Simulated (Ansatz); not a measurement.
Li2Se:
```
Li2Se
1.0
    0.00000     3.00311     3.00311
    3.00311     0.00000     3.00311
    3.00311     3.00311     0.00000
Li Se
2 1
Direct
  0.25000   0.25000   0.25000
  0.75000   0.75000   0.75000
  0.00000   0.00000   0.00000
```

Relaxed with PBE. Plane-wave PAW PBE (Ansatz code) gives a gap of 2.98 eV.

Question: What gap does HSE06 give on the same cell (Ansatz, PAW)?

Answer: 3.82 eV, 0.84 eV more. The hybrid was solved on a coarser mesh and at special points; its gap is the smallest among all of these.

```
k  v1 PBE  c1 PBE  v1 HSE06  c1 HSE06
-  ------  ------  --------  --------
Γ    0.00    3.38       [?]       [?]
X   -1.43    2.98     -1.55      3.82
L   -0.52    5.10       [?]       [?]
W   -1.75    5.15       [?]       [?]
K   -1.17    4.11       [?]       [?]
```

Question: Top valence (v1) and lowest conduction level (c1) in eV from each method's valence maximum (which need not be a listed point): supply the withheld HSE06 values.

Answer: 
- Γ, v1 HSE06: 0.00
- Γ, c1 HSE06: 4.34
- L, v1 HSE06: -0.57
- L, c1 HSE06: 6.13
- K, v1 HSE06: -1.26
- K, c1 HSE06: 5.00
- W, v1 HSE06: -1.86
- W, c1 HSE06: 6.06

Cost on shared cores: the PBE run (SCF on a 8×8×8 mesh, then bands and DOS) roughly 10 core-seconds, the HSE06 run (SCF on 6×6×6, then a few points) about 2.1 core-minutes (a rough figure); the tasks are unlike.

Space group Fm-3m (anti-fluorite). Symmetry was held in the PBE relaxation. Spin–orbit coupling is left out wherever it is not named.

Potentials: the later of the program's two PAW sets.
